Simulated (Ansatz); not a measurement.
CoAsS:
Space group P2₁3 (No. 198); a = b = c = 5.5606 Å, α = β = γ = 90.00°

| atom | site | symmetry | x | y | z |
|---|---|---|---|---|---|
| Co | 4a | .3. | 0.0067 | 0.0067 | 0.0067 |
| As | 4a | .3. | 0.3797 | 0.3797 | 0.3797 |
| S | 4a | .3. | 0.6175 | 0.6175 | 0.6175 |

Relaxed with r²SCAN. DFT-r²SCAN in the program Ansatz with PAW potentials gives a gap of 1.13 eV.

Problem. What gap does HSE06 give on the same cell (Ansatz, PAW)?

Solution. 1.76 eV, 0.63 eV more. The hybrid was solved on a coarser mesh and at special points; the gap given is the minimum over both.

```csv
k,v1 r²SCAN,c1 r²SCAN,v1 HSE06,c1 HSE06
Γ,-0.64,1.15,…,…
R,-0.83,1.28,…,…
M,-0.26,1.92,-0.51,2.69
X,-0.43,1.43,…,…
```

Problem. Top valence (v1) and lowest conduction level (c1) in eV from each method's valence maximum (which need not be a listed point): supply the withheld HSE06 values.

Solution. 
- X, v1 HSE06: -0.88
- X, c1 HSE06: 2.05
- R, v1 HSE06: -0.86
- R, c1 HSE06: 2.03
- Γ, v1 HSE06: -0.91
- Γ, c1 HSE06: 1.78

Cost on shared cores: the r²SCAN run (SCF on a 5×5×5 mesh, then bands and DOS) very roughly 11 core-minutes, the HSE06 run (SCF on 3×3×3, then a few points) roughly 9 core-minutes; the tasks are unlike.

Space group P2_13. The first step of the workflow began from a Materials Project structure, measured or hypothetical; the Crystallography Open Database copy checked does not list it. COD files the formula under space group No. 4, 29. Whether it is the stable phase at ambient conditions was not checked. Symmetry was held in the r²SCAN relaxation; its stability against distortions is not shown here. No spin polarisation was allowed. Scalar-relativistic: spin–orbit coupling is off unless named, which matters more the heavier the elements.

Potentials: the later of the program's two PAW sets.
